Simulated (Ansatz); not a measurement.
Relaxation of a generated cell, Ta placed in the AFLOW prototype A_hP1_191_a (A_f, as in Sn); 1 atom in the cell, which starts as P6/mmm (No. 191), hP1; a = b = 2.822 Å, c = 2.628 Å, α = β = 90.00°, γ = 120.00°. Method: PBE (plane waves to 420 eV, PAW, scalar-relativistic; Ansatz, a first-principles code). Γ-centred k-mesh 13×13×12 on the run's cell (coarser than for final values), Fermi–Dirac smearing 0.05 eV. This is the first round of the run. 

The optimiser's lines from the output (shortened; P is positive under compression):

```
relax step   1: F+E_penalty+E_count = -9932.47899693 eV  Δ(F+E_penalty+E_count) = +0.000e0 eV  max|allowed force component| = 0.000e0 eV/Å  Δτ_max = 0.0000 Å  P = +16.236 GPa  Ω = 18.132 Å³  (6 SCF iters, dr2 threshold 1.00e-7 eV, accepted)
relax step   2: F+E_penalty+E_count = -9932.53052782 eV  Δ(F+E_penalty+E_count) = -5.153e-2 eV  max|allowed force component| = 0.000e0 eV/Å  Δτ_max = 0.0000 Å  P = -7.541 GPa  Ω = 20.732 Å³  (5 SCF iters, dr2 threshold 1.00e-7 eV, accepted)
relax step   3: F+E_penalty+E_count = -9932.55568711 eV  Δ(F+E_penalty+E_count) = -2.516e-2 eV  max|allowed force component| = 0.000e0 eV/Å  Δτ_max = 0.0000 Å  P = -0.910 GPa  Ω = 19.832 Å³  (4 SCF iters, dr2 threshold 1.00e-7 eV, accepted)
relax step   4: F+E_penalty+E_count = -9932.55603529 eV  Δ(F+E_penalty+E_count) = -3.482e-4 eV  max|allowed force component| = 0.000e0 eV/Å  Δτ_max = 0.0000 Å  P = -0.033 GPa  Ω = 19.726 Å³  (3 SCF iters, dr2 threshold 1.00e-7 eV, accepted)
relax step   5: F+E_penalty+E_count = -9932.55603712 eV  Δ(F+E_penalty+E_count) = -1.828e-6 eV  max|allowed force component| = 0.000e0 eV/Å  Δτ_max = 0.0000 Å  P = +0.001 GPa  Ω = 19.722 Å³  (3 SCF iters, dr2 threshold 9.07e-9 eV, accepted)
relax step   6: F+E_penalty+E_count = -9932.55641848 eV  Δ(F+E_penalty+E_count) = -3.814e-4 eV  max|allowed force component| = 0.000e0 eV/Å  Δτ_max = 0.0000 Å  P = +0.004 GPa  Ω = 19.722 Å³  stress off target by 1.04e-2 GPa  SCF on the basis re-selected at this cell (its energy is not comparable with the rows above)  (5 SCF iters)
```

From the first to the last row the energy changes by -0.08 eV/atom and the volume by +8.8 %. The last row is marked as not comparable with the walk above it, whose basis was carried along; it does compare with step 1, since both stand on a basis selected at the nominal cutoff for their own cell.

Later rounds, restarted from the end of this one on a renewed k-mesh, logged 6 more steps and released under 0.01 eV/atom more. The final structure after all rounds: P6/mmm (No. 191), hP1, AFLOW prototype A_hP1_191_a (A_f, as in Sn); a = 2.8890 Å, b = 2.8890 Å, c = 2.7327 Å, α = 90.00°, β = 90.00°, γ = 120.00°. Between re-selections the logged energies stand on a plane-wave basis carried along with the cell. No spin polarisation in the result.

The run could not lose the symmetry of its start, so the end can be a saddle point.

The relaxed structure here is a generated cell of Ta: the first start was made by placing the elements on the sites of a structure type, and the end was not matched to a known phase here, so it may be hypothetical. Known forms of Ta include space group No. 229.
